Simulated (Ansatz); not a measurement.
# Relaxing a structure of Se

The start is a generated cell, Se built in the dhcp structure type. A full variable-cell relaxation at zero pressure is run with r2SCAN (plane waves to 500 eV, PAW, scalar-relativistic; Ansatz, a first-principles code). The first steps use a coarse 9×9×3 k-mesh.

Initial structure:
```
Se
1.0
    3.08234     0.00000     0.00000
   -1.54117     2.66938     0.00000
    0.00000     0.00000     9.91744
Se
4
Direct
  0.00000   0.00000   0.00000
  0.00000   0.00000   0.50000
  0.33333   0.66667   0.25000
  0.66667   0.33333   0.75000
```

| Property | Value |
|---|---|
| Outcome | The space group stays P6₃/mmc (No. 194) (the run could not lower it), with 4 atoms in the primitive cell |
| Volume change | +8.9 %, from 20.40 to 22.22 Å³/atom |
| Shortest distances (start → end) | The closest pairs of elements (up to four, under 3.6 Å), start → end: Se–Se 3.05 → 2.83 Å |
| Band gap at the end | zero (metallic) |
| Optimiser moves | 16 |

The end point of the relaxation:

```cif
data_Se4
_chemical_formula_sum 'Se4'
_space_group_name_H-M_alt 'P63/mmc'
_space_group_IT_number 194
_space_group_name_Hall '-P 6c 2c'
_cell_length_a 3.74061
_cell_length_b 3.74061
_cell_length_c 7.33516
_cell_angle_alpha 90.000
_cell_angle_beta 90.000
_cell_angle_gamma 120.000
loop_
_atom_site_label
_atom_site_type_symbol
_atom_site_symmetry_multiplicity
_atom_site_Wyckoff_symbol
_atom_site_fract_x
_atom_site_fract_y
_atom_site_fract_z
_atom_site_occupancy
Se1 Se 2 a 0.00000 0.00000 0.00000 1
Se2 Se 2 d 0.66667 0.33333 0.25000 1
```

Final values are on a 14×14×7 k-mesh of the relaxed cell. No spin polarisation in the result.

The run could not lower the symmetry of its start; a shaken copy of this end point relaxes with r2SCAN to Ama2 (No. 40), 0.27 eV/atom lower.

The relaxed structure here is a generated cell of Se: the first start was made by placing the elements on the sites of a structure type, and the end was not matched to a known phase here, so it may be hypothetical. Known forms of Se include space group No. 152.
